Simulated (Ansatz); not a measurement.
# LaPb3: pressure against volume, fitted

```xyz
4
Lattice="4.9060 0.0000 0.0000 0.0000 4.9060 0.0000 0.0000 0.0000 4.9060" Properties=species:S:1:pos:R:3 pbc="T T T"
La    0.0000    0.0000    0.0000
Pb    0.0000    2.4530    2.4530
Pb    2.4530    0.0000    2.4530
Pb    2.4530    2.4530    0.0000
```

Atoms are numbered in the order listed.

The cell is COD entry 1538830, as deposited and not checked against the literature; nothing was relaxed.

No spin–orbit coupling, which matters for the heavy atoms here.

Computed with Ansatz 0.2.0, DFT, PBEsol, all-electron LAPW, scalar-relativistic.

The runs use a Γ-centred 7×7×7 k mesh, Fermi–Dirac smearing of 0.05 eV, basis error target 1 meV/atom, no spin polarisation.

The cell is scaled evenly. Fractional coordinates are held (clamped ions).

```json
{"V (Å³/atom)": "27.749", "P (GPa)": "2.89"}
{"V (Å³/atom)": "28.340", "P (GPa)": "1.50"}
{"V (Å³/atom)": "28.930", "P (GPa)": "0.27"}
{"V (Å³/atom)": "29.225", "P (GPa)": "-0.29"}
{"V (Å³/atom)": "29.520", "P (GPa)": "-0.82"}
{"V (Å³/atom)": "29.816", "P (GPa)": "-1.33"}
{"V (Å³/atom)": "30.111", "P (GPa)": "-1.80"}
{"V (Å³/atom)": "31.292", "P (GPa)": "-3.44"}
```

Question: Fit a third-order Birch–Murnaghan curve to the pressures.

Answer: P = (3B0/2)(y^(7/2) − y^(5/2))[1 + (3/4)(B0′ − 4)(y − 1)] with y = (V0/V)^(2/3) fits within 0.01 GPa for V0 = 29.070 Å³/atom, B0 = 55.6 GPa and B0′ = 4.75.

Question: Predict the pressure at the withheld volume, 30.701 Å³/atom.

Answer: There y = 0.9643, so the fit gives -2.67 GPa; the run gave -2.67 GPa.
